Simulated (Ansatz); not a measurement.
Question: Each is relaxed and computed with the program Ansatz at the PBEsol level (PAW). Which is the only metal?
A) TiSi, Cmmm (Ti on 2b, Si on 2d)
B) CdSiN2, R-3m (Cd on 3a, Si on 3b, N on 6c)
C) SiSnO3, P4mm (Si on 1b, Sn on 1a, O on 1b, O on 2c)
D) Si3N4, I-43d (N on 16c, Si on 12b)

Answer: A, TiSi, Cmmm (Ti on 2b, Si on 2d). TiSi: metal; Si3N4: gap 3.95 eV (indirect); SiSnO3: gap 0.71 eV (indirect); CdSiN2: gap 1.26 eV (indirect). Constructed cells (a structure type filled with these elements, in neither database checked): SiSnO3, P4mm (Si on 1b, Sn on 1a, O on 1b, O on 2c). Typed or built starts, not in the databases checked: CdSiN2, R-3m (Cd on 3a, Si on 3b, N on 6c). Not the usual ambient phase: Si3N4, I-43d (N on 16c, Si on 12b). Standing as an ambient phase not checked: TiSi, Cmmm (Ti on 2b, Si on 2d). All cells were relaxed under the symmetry of their starts (and spin orders); stability against distortions was not tested throughout. Named crystals with no word on spin ran without spin polarisation. Scalar-relativistic: spin–orbit coupling is off unless named, which matters more the heavier the elements.

Potentials: the earlier of the program's two PAW sets. The files were generated under PBE; for other functionals the program regenerates the frozen cores, and for LDA and PBEsol the local potential too.
